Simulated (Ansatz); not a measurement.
MoW (CsCl type, Pm-3m) under volume change, the program Ansatz at the PBEsol level (PAW), scaled uniformly.

```
V (Å³/atom)  E − E(relaxed) (meV/atom)  P (GPa)
-----------  -------------------------  -------
14.113                           137.9    34.32
14.578                            58.0    21.06
15.044                            13.8     9.73
15.509                             0.0     0.00
15.974                            12.4    -8.35
16.439                            47.3   -15.51
16.905                           101.6   -21.66
```

What does a third-order Birch–Murnaghan fit give for V₀, B₀ and B′?

V₀ = 15.51 Å³/atom, B₀ = 300 GPa, B′ = 4.1.

The start of the workflow was typed in or built on a structure type; neither database checked (COD, Materials Project) lists it. Whether it is the stable phase at ambient conditions was not checked. Symmetry was held in the PBEsol relaxation; of distortions, only those at the zone centre were tested. The run is not spin-polarised. Scalar-relativistic: spin–orbit coupling is off unless named, which matters more the heavier the elements.

Potentials: the earlier of the program's two PAW sets.
